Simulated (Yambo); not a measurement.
LiTaS$_{2}$ (space group P6_3/mmc, No. 194), G0W0@PBEsol in Yambo with this input:

```
rim_cut
gw0
dyson
el_el_corr
HF_and_locXC
ppa
em1d
RandQpts= 1000000
RandGvec= 1 Ry
EXXRLvcs= 74 Ry
VXCRLvcs= 296 Ry
Chimod= "HARTREE"
% BndsRnXp
 5 | 185 |
%
NGsBlkXp= 7 Ry
% LongDrXp
 1.0 | 1.0 | 1.0 |
%
PPAPntXp= 27.2114 eV
% GbndRnge
 1 | 185 |
%
GTermKind= "BG"
DysSolver= "n"
ExtendOut
```

On a 6×6×1 mesh, with wavefunctions cut at 74 Ry, the gap (Γ → (0.167, 0.167, 0)) is 1.014 eV and the valence edge shifts by 0.087 eV.

Question: What happens with this change: 2 Ry block?

Answer: The gap falls by 0.098 eV, to 0.916 eV; the shift of the valence edge becomes 0.368 eV. Neither run is shown to be the converged limit.

Spin-orbit coupling is not included.

Geometry of the Materials Project entry, not relaxed at this level; primitive cell a = b = 3.3486 Å, c = 12.8881 Å, α = β = 90.00°, γ = 120.00°.

The structure is a Materials Project entry; no match was found in the copy of COD used, and its stability was not checked.

A shift is the quasiparticle energy of the state minus its PBEsol energy.
